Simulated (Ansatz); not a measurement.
# Orbital-resolved density of states of LaPb3

```
CELL_PARAMETERS angstrom
4.94832 0.00000 0.00000
0.00000 4.94832 0.00000
0.00000 0.00000 4.94832
ATOMIC_POSITIONS crystal
La 0.00000 0.00000 0.00000
Pb 0.00000 0.50000 0.50000
Pb 0.50000 0.50000 0.00000
Pb 0.50000 0.00000 0.50000
```

Atoms are numbered in the order listed.

The cell is the one relaxed in the Materials Project (mp-21432), not relaxed further here; entries there can be hypothetical.

Spin–orbit coupling is left out, though it moves levels of the heavy atoms by tenths of an eV or more.

Theory: DFT, LDA, all-electron LAPW, scalar-relativistic (Ansatz 0.2.0).

Settings: a Γ-centred 7×7×7 k mesh, Fermi–Dirac smearing of 0.08 eV, basis error target 1 meV/atom, no spin polarisation.

States per eV for one atom of each kind, in 0.4 eV bins named by their centres, from the Fermi level, projected on a minimal set of Löwdin-orthogonalised atomic shells; orbitals are real harmonics on the Cartesian axes, equal curves share a column, and empty bins are left out, as is all above 2.5 eV, near the top of the computed bands.

La1 4f:

```
# E all fz3 fxz2=fyz2 fz(x2-y2) fxyz fx(x2-3y2)=fy(3x2-y2)
-8.3 0.01 0.00 0.00 0.00 0.00 0.00
-7.9 0.01 0.00 0.00 0.00 0.00 0.00
-7.5 0.01 0.00 0.00 0.00 0.00 0.00
-7.1 0.01 0.00 0.00 0.00 0.00 0.00
-3.5 0.01 0.00 0.00 0.00 0.00 0.00
-3.1 0.01 0.00 0.00 0.00 0.00 0.00
-2.7 0.02 0.00 0.00 0.00 0.00 0.00
-2.3 0.03 0.01 0.00 0.00 0.00 0.00
-1.9 0.03 0.00 0.00 0.00 0.00 0.00
-1.5 0.06 0.01 0.01 0.01 0.00 0.01
-1.1 0.04 0.00 0.01 0.01 0.01 0.01
-0.7 0.08 0.01 0.01 0.02 0.00 0.01
-0.3 0.16 0.01 0.03 0.04 0.01 0.02
0.1 0.29 0.02 0.05 0.07 0.02 0.04
0.5 0.90 0.07 0.17 0.22 0.02 0.13
0.9 1.13 0.08 0.17 0.22 0.22 0.13
1.3 4.15 0.50 0.52 0.53 1.06 0.51
1.7 23.35 3.73 3.30 3.04 3.02 3.48
2.1 3.23 0.40 0.50 0.56 0.36 0.46
```

La1 5d:

```
# E all dz2=dx2-y2 dxz=dyz=dxy
-10.3 0.01 0.00 0.00
-9.9 0.03 0.00 0.01
-9.5 0.08 0.00 0.03
-9.1 0.10 0.00 0.03
-8.7 0.07 0.01 0.01
-8.3 0.25 0.03 0.06
-7.9 0.18 0.03 0.04
-7.5 0.14 0.03 0.03
-7.1 0.11 0.04 0.01
-3.5 0.09 0.03 0.01
-3.1 0.21 0.05 0.04
-2.7 0.23 0.04 0.05
-2.3 0.57 0.09 0.13
-1.9 0.92 0.22 0.16
-1.5 0.85 0.18 0.17
-1.1 0.47 0.03 0.14
-0.7 0.55 0.09 0.12
-0.3 0.45 0.08 0.10
0.1 0.45 0.06 0.11
0.5 0.85 0.20 0.15
0.9 0.50 0.10 0.10
1.3 0.53 0.16 0.07
1.7 1.91 0.32 0.42
2.1 2.78 0.86 0.35
```

Pb2 6p:

```
# E all pz=py px
-10.7 0.01 0.00 0.01
-10.3 0.03 0.01 0.02
-9.9 0.08 0.01 0.05
-9.5 0.09 0.01 0.07
-9.1 0.06 0.01 0.05
-8.7 0.05 0.02 0.01
-8.3 0.14 0.06 0.02
-7.9 0.08 0.03 0.02
-7.5 0.05 0.02 0.02
-7.1 0.02 0.01 0.01
-3.9 0.02 0.00 0.02
-3.5 0.30 0.08 0.13
-3.1 0.44 0.15 0.13
-2.7 0.51 0.18 0.16
-2.3 0.88 0.31 0.25
-1.9 0.83 0.34 0.16
-1.5 0.82 0.32 0.18
-1.1 0.40 0.13 0.13
-0.7 0.41 0.16 0.09
-0.3 0.36 0.14 0.08
0.1 0.43 0.15 0.13
0.5 0.64 0.24 0.15
0.9 0.38 0.11 0.15
1.3 0.29 0.08 0.12
1.7 0.25 0.06 0.13
2.1 0.39 0.11 0.18
```

La1 6s:

```
# E all
-10.7 0.09
-10.3 0.11
-9.9 0.10
-9.5 0.05
-9.1 0.01
-8.7 0.04
-8.3 0.05
-7.9 0.01
-7.5 0.01
-3.5 0.06
-3.1 0.11
-2.7 0.08
-2.3 0.03
-1.9 0.02
-1.5 0.03
-1.1 0.01
-0.7 0.04
-0.3 0.02
0.1 0.02
0.5 0.03
0.9 0.02
1.3 0.02
1.7 0.06
2.1 0.05
```

Pb2 6s:

```
# E all
-10.7 0.07
-10.3 0.15
-9.9 0.27
-9.5 0.33
-9.1 0.24
-8.7 0.23
-8.3 0.93
-7.9 0.59
-7.5 0.49
-7.1 0.45
-6.7 0.03
-3.5 0.01
-3.1 0.03
-2.7 0.03
-2.3 0.03
-1.9 0.03
-1.5 0.07
-1.1 0.05
-0.7 0.06
-0.3 0.04
0.1 0.06
0.5 0.08
0.9 0.05
1.3 0.03
1.7 0.10
2.1 0.07
```
